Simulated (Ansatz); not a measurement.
# Al$_{2}$Ga$_{3}$P$_{5}$ (I-4m2) at 2 levels of theory

One geometry, relaxed with PBE; plane waves with PAW potentials in Ansatz, scalar-relativistic. No spin polarisation. Gaps are the least over mesh and band path; pressure is positive in compression.

```yaml
crystal:
  lattice:
    - [-1.94702, 1.94702, 13.76704]
    - [1.94702, -1.94702, 13.76704]
    - [1.94702, 1.94702, -13.76704]
  atoms:
    - { symbol: Al, position: [0.70000, 0.70000, 0.00000] }
    - { symbol: Al, position: [0.30000, 0.30000, 0.00000] }
    - { symbol: Ga, position: [0.90001, 0.90001, 0.00000] }
    - { symbol: Ga, position: [0.50000, 0.50000, 0.00000] }
    - { symbol: Ga, position: [0.09999, 0.09999, 0.00000] }
    - { symbol: P, position: [0.25000, 0.75000, 0.50000] }
    - { symbol: P, position: [0.84979, 0.34979, 0.50000] }
    - { symbol: P, position: [0.45002, 0.95002, 0.50000] }
    - { symbol: P, position: [0.04998, 0.54998, 0.50000] }
    - { symbol: P, position: [0.65021, 0.15021, 0.50000] }
```

| level | cutoff (eV) | k mesh | gap (eV) | pressure (GPa) |
| --- | --- | --- | --- | --- |
| PBE | 420 | 10×10×10 | 1.58 | 0.0 |

Task: What comes out on the same cell with r2SCAN?

Result:
```
 level  cutoff (eV)    k mesh  gap (eV)  pressure (GPa)
r2SCAN          500  10×10×10      1.87            -2.0
```

The structure comes from a generated guess; another structure or a mixture of phases may lie lower.
